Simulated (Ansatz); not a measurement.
Input:

Be3N2:
```
Be3N2
1.0
    2.83637     0.00000     0.00000
   -1.41819     2.45637     0.00000
    0.00000     0.00000     9.72723
Be N
6 4
Direct
  0.33333   0.66667   0.07822
  0.66667   0.33333   0.92178
  0.66667   0.33333   0.57822
  0.33333   0.66667   0.42178
  0.00000   0.00000   0.25000
  0.00000   0.00000   0.75000
  0.00000   0.00000   0.00000
  0.00000   0.00000   0.50000
  0.33333   0.66667   0.25000
  0.66667   0.33333   0.75000
```

This is the r²SCAN-relaxed structure. Cartesian axes are those of the cell as given.

Question: All from r²SCAN (plane waves, PAW; program Ansatz), unless another level is named. Estimate the hole effective mass, band 2 of 2 at the edge.

Answer: 0.36 along x, 1.9 along z (mₑ).

Question: Predict the HSE06 gap on the r²SCAN cell.

Answer: 4.64 eV.

Question: Next, the formation energy from the elements (no fitted shifts)?

Answer: -1.18 eV/atom.

Question: Next, the smallest direct gap on the standard path?

Answer: 5.45 eV.

Space group P6_3/mmc. The workflow started from a Materials Project entry (that database holds measured and hypothetical structures alike); the Crystallography Open Database copy checked does not list it. COD files the formula under space group No. 206. Whether it is the stable phase at ambient conditions was not checked. Symmetry was held in the r²SCAN relaxation; whether a distortion lowers the energy is not shown. The references are the lowest solids computed at this level, not always the standard phases (solids in place of the gases).

Potentials: the later of the program's two PAW sets.
